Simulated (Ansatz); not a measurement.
Calculated with Ansatz: MgS, vacancy hop by nudged elastic band

The command:

```bash
ansatz run input.yaml --threads 4 --pin off --max-ram 8192MiB --backend cpu --events-out ev --progress --plain --runs-dir out
```

input.yaml:

```yaml
crystal:
  lattice:
    - [0.0, 5.247772, 5.247772]
    - [5.247772, 0.0, 5.247772]
    - [5.247772, 5.247772, 0.0]
  atoms:
    - { symbol: Mg, position: [0.00102514, 0.00367787, 0.00206803] }
    - { symbol: S, position: [0.25304418, 0.25341254, 0.24063197] }
    - { symbol: Mg, position: [-0.00426048, 0.002384, 0.50152583] }
    - { symbol: S, position: [0.25013773, 0.25543771, 0.74485033] }
    - { symbol: Mg, position: [0.00234029, 0.49845908, 0.00100299] }
    - { symbol: S, position: [0.25282112, 0.75147447, 0.24392817] }
    - { symbol: Mg, position: [0.00883608, 0.50039397, 0.4940648] }
    - { symbol: Mg, position: [0.49432762, 0.00264604, 0.00126556] }
    - { symbol: S, position: [0.75360079, 0.25177267, 0.24853462] }
    - { symbol: Mg, position: [0.49921721, -0.00475631, 0.50056721] }
    - { symbol: S, position: [0.75084065, 0.24924714, 0.74913363] }
    - { symbol: Mg, position: [0.49912614, 0.49537115, 0.00266207] }
    - { symbol: S, position: [0.74896521, 0.74888124, 0.24994208] }
    - { symbol: Mg, position: [0.49827179, 0.49817838, 0.50393421] }
    - { symbol: S, position: [0.74488438, 0.75069015, 0.75714947] }
kpoints:
  mp_grid: { grid: [2, 2, 2] }
magnetization:
  spin_polarized: false
scf:
  occupations: { method: fermi_dirac, width: 0.1 }
hamiltonian:
  pseudopotentials: { kind: paw }
  xc: pbe
basis:
  ecutwfc: 420
neb:
  images: 5
  relax_end_points: true
  climbing: true
  f_tol: 0.1
  max_iterations: 40
  order_check: false
  final_atoms:
    - { symbol: Mg, position: [0.00102514, 0.00367787, 0.00206803] }
    - { symbol: S, position: [0.25304418, 0.25341254, 0.24063197] }
    - { symbol: Mg, position: [-0.00426048, 0.002384, 0.50152583] }
    - { symbol: S, position: [0.25013773, 0.25543771, 0.74485033] }
    - { symbol: Mg, position: [0.00234029, 0.49845908, 0.00100299] }
    - { symbol: S, position: [0.25282112, 0.75147447, 0.24392817] }
    - { symbol: Mg, position: [0.00883608, 0.50039397, 0.4940648] }
    - { symbol: Mg, position: [0.49432762, 0.00264604, 0.00126556] }
    - { symbol: S, position: [0.75360079, 0.25177267, 0.24853462] }
    - { symbol: Mg, position: [0.49921721, -0.00475631, 0.50056721] }
    - { symbol: S, position: [0.75084065, 0.24924714, 0.74913363] }
    - { symbol: Mg, position: [0.49912614, 0.49537115, 0.00266207] }
    - { symbol: S, position: [0.74896521, 0.74888124, 0.24994208] }
    - { symbol: Mg, position: [0.49827179, 0.49817838, 0.50393421] }
    - { symbol: S, position: [0.25212359, 0.74632235, 0.74821492] }
```

Origin of the cell: a database entry, scaled a little.

The cell is 2×2×2 cells of MgS with one S taken out; atom 15 (S) hops into the empty site, 3.71 Å away before the end points are relaxed. All atoms were shaken by about 0.02 Å first.

Output (shortened):

```
Warning: neb: disabling space-group detection — the band's intermediate images generally break the endpoint symmetry, so no spatial operation reduces the k-mesh or symmetrises the density, ex […]
Pseudopotentials: kind: paw
Pseudopotential: Mg, paw, valence charge 10, recommended cutoff 420 eV (normal), Mg.paw.azcp
Pseudopotential: S, paw, valence charge 6, recommended cutoff 420 eV (normal), S.paw.azcp
Functional definition: PBE
  exchange = pbe_x(kappa = kappa, mu = beta*pi^2/3)
  correlation = pbe_c(beta = beta)
parallel-image band execution: 2 concurrent image workers
NEB image 0
Crystal: 15 atoms, lattice volume = 289.038 Å³
Basis set: ecut = 420 eV, 5673 PW (Γ), exchange–correlation on 100×100×100 points (8 copies of the dense FFT grid, shifted against one another)
Bands: 76, of which v1, the nominal top of the filled ones, is band 61 counted from 1 (60 counted from 0)
[… 6 lines left out …]
Initial density: superposition of atomic densities (neutral atoms: chi_scale 0, normalization atom), corrected by the library's trained network
Functional: x = pbe(κ = 0.804, μ = 0.219515), c = pbe(β = 0.066725)
SCF iter   1: F=—  HF=-21723.143483 eV  Δρ=1.78e-3  dr2=1.11e-2  defer=8
SCF iter   2: F=—  HF=-21723.136574 eV  Δρ=9.73e-4  dr2=3.24e-3  defer=8
SCF iter   3: F=—  HF=-21723.136395 eV  Δρ=2.32e-4  dr2=2.50e-4  defer=8
SCF iter   4: F=—  HF=-21723.136356 eV  Δρ=5.54e-5  dr2=1.40e-5  defer=8
SCF iter   5: F=—  HF=-21723.136392 eV  Δρ=1.58e-5  dr2=9.19e-7  defer=8
SCF iter   6: F=-21723.136392 eV  HF=-21723.136392 eV  Δρ=3.62e-6  dr2=3.56e-8
NEB iter   1: max|band force component| = 9.218e0 eV/Å  barrier→ = 6.4813 eV  barrier← = 6.4799 eV  Δτ_max = 0.2000 Å  (55 SCF iters)
NEB iter   2: max|band force component| = 3.935e0 eV/Å  barrier→ = 3.4037 eV  barrier← = 3.4023 eV  Δτ_max = 0.1477 Å  (41 SCF iters)
NEB iter   3: max|band force component| = 1.531e0 eV/Å  barrier→ = 2.3673 eV  barrier← = 2.3659 eV  Δτ_max = 0.0961 Å  (32 SCF iters)
NEB iter   4: max|band force component| = 3.475e-1 eV/Å  barrier→ = 2.1199 eV  barrier← = 2.1185 eV  CI = image 3  Δτ_max = 0.0475 Å  (35 SCF iters)
NEB iter   5: max|band force component| = 1.215e-1 eV/Å  barrier→ = 2.0954 eV  barrier← = 2.0940 eV  CI = image 3  Δτ_max = 0.0175 Å  (32 SCF iters)
NEB iter   6: max|band force component| = 4.034e-2 eV/Å  barrier→ = 2.0887 eV  barrier← = 2.0872 eV  CI = image 3  Δτ_max = 0.0000 Å  (27 SCF iters)
--- NEB band (7 images, 6 band iterations, 222 SCF iterations, 34 more in tests of the images' electronic states and relaxations of end points) ---
  forward barrier  = 2.088653 eV
  backward barrier = 2.087239 eV
  lagrangian_above_aufbau_ev (what the smearing adds, to first order; not taken off the barriers): saddle image -0.100849 eV, end points -0.011189 and -0.012731 eV
  climbing image's point = of an order that was not read
  energies are F+E_penalty+E_count in eV, relative to image 0
  image     s (Å)  Δ vs image 0  max|band force component| (eV/Å)
      0    0.0000      0.000000                                 —
      1    0.7288      0.180927                          2.458e-2
      2    1.4576      1.114765                          2.721e-2
  *   3    2.1866      2.088653                          3.710e-2
      4    2.9060      1.129081                          4.034e-2
      5    3.6253      0.193933                          1.832e-2
      6    4.3446      0.001415                                 —
```

The converged band:

| image | path over all atoms (Å) | ΔF (eV) | S x | y | z (Å) |
| --- | --- | --- | --- | --- | --- |
| 0 | 0.00 | 0.000 | 7.86 | 7.88 | 7.87 |
| 1 | 0.73 | 0.181 | 7.87 | 7.53 | 7.55 |
| 2 | 1.46 | 1.115 | 7.86 | 7.06 | 7.07 |
| 3 | 2.19 | 2.089 | 7.84 | 6.55 | 6.56 |
| 4 | 2.91 | 1.129 | 7.85 | 6.06 | 6.07 |
| 5 | 3.63 | 0.194 | 7.86 | 5.59 | 5.60 |
| 6 | 4.34 | 0.001 | 7.86 | 5.25 | 5.25 |

Relaxed start, forces in eV/Å:

```xyz
15
Lattice="0.000 5.248 5.248 5.248 0.000 5.248 5.248 5.248 0.000" Properties=species:S:1:pos:R:3:forces:R:3 pbc="T T T" image=0
Mg    0.010   -0.011    0.016   -0.007   -0.002   -0.004
S     2.615    2.597    2.651   -0.003   -0.002    0.004
Mg    2.617    2.702    0.011   -0.003    0.018    0.009
S     5.253    5.235    2.632    0.001   -0.004   -0.007
Mg    2.615   -0.008    2.600    0.005   -0.003    0.002
S     5.226    2.599    5.265   -0.002    0.005    0.002
Mg    5.239    2.609    2.643   -0.004    0.000   -0.002
Mg   -0.009    2.609    2.642   -0.001    0.003    0.000
S     2.640    5.269    5.224    0.004   -0.002    0.002
Mg    2.614    5.239    2.534   -0.002   -0.008   -0.017
S     5.253    7.867    5.265   -0.004    0.005    0.003
Mg    2.618    2.643    5.258    0.000   -0.005    0.005
S     5.221    5.234    7.902    0.004   -0.002   -0.007
Mg    5.318    5.235    5.264    0.015   -0.002    0.006
S     7.863    7.875    7.873   -0.003   -0.001    0.004
```

Highest image (3), forces in eV/Å:

```xyz
15
Lattice="0.000 5.248 5.248 5.248 0.000 5.248 5.248 5.248 0.000" Properties=species:S:1:pos:R:3:forces:R:3 pbc="T T T" image=3
Mg   -0.108    0.097    0.105   -0.010   -0.001    0.000
S     2.623    2.543    2.550   -0.007   -0.036   -0.038
Mg    2.618    2.818   -0.188    0.002   -0.028    0.032
S     5.333    5.163    2.707   -0.027   -0.010    0.011
Mg    2.618   -0.185    2.820    0.002    0.021   -0.025
S     5.330    2.699    5.171   -0.017    0.013   -0.014
Mg    5.363    2.512    2.519    0.023   -0.007   -0.005
Mg   -0.105    2.518    2.525   -0.008    0.000    0.001
S     2.622    5.328    5.334   -0.005    0.031    0.036
Mg    2.628    4.950    2.929    0.019    0.007   -0.015
S     5.150    7.952    5.165    0.001    0.020   -0.019
Mg    2.629    2.921    4.958    0.018   -0.022    0.021
S     5.147    5.157    7.960    0.011   -0.015    0.018
Mg    5.371    5.352    5.359    0.022    0.005    0.006
S     7.841    6.554    6.563   -0.025    0.021   -0.009
```

Relaxed end, forces in eV/Å:

```xyz
15
Lattice="0.000 5.248 5.248 5.248 0.000 5.248 5.248 5.248 0.000" Properties=species:S:1:pos:R:3:forces:R:3 pbc="T T T" image=6
Mg   -0.007   -0.010    0.008    0.002    0.006    0.000
S     2.620    2.631    2.623    0.003   -0.003   -0.004
Mg    2.620    2.624   -0.043   -0.006   -0.012   -0.015
S     5.248    5.237    2.632    0.001    0.013   -0.001
Mg    2.618   -0.013    2.632   -0.001   -0.013   -0.003
S     5.240    2.616    5.256   -0.008    0.000    0.002
Mg    5.277    2.615    2.631    0.017   -0.001   -0.001
Mg   -0.029    2.613    2.629   -0.019    0.007    0.005
S     2.618    5.242    5.259   -0.003   -0.013    0.007
Mg    2.618    5.296    2.631   -0.003    0.019    0.003
S     5.245    7.864    5.254    0.004    0.002    0.000
Mg    2.619    2.624    5.267    0.001   -0.010    0.016
S     5.234    5.237    7.880    0.005    0.005    0.002
Mg    5.239    5.239    5.257    0.005    0.001   -0.002
S     7.865    5.248    5.254    0.001   -0.002   -0.010
```

Barrier of this path: 2.09 eV forwards, 2.09 eV backwards, after 6 band iterations.

Caveats: the k mesh is coarse if the cell is a metal; a small cell with a neutral vacancy and no spin, whose shape can make like sites unlike; the cell is held at a rescaled volume, and strain moves barriers; the hop was drawn among near neighbours and need not be the easiest path; few images and a loose tolerance, and neither the top nor the ends were tested for their order.

Time: 84 s on 4 threads of Intel(R) Xeon(R) Platinum 8259CL CPU @ 2.50GHz (Skylake/Cascade Lake), with other jobs on the host, peak memory 1.3 GiB, from the program's own first density.
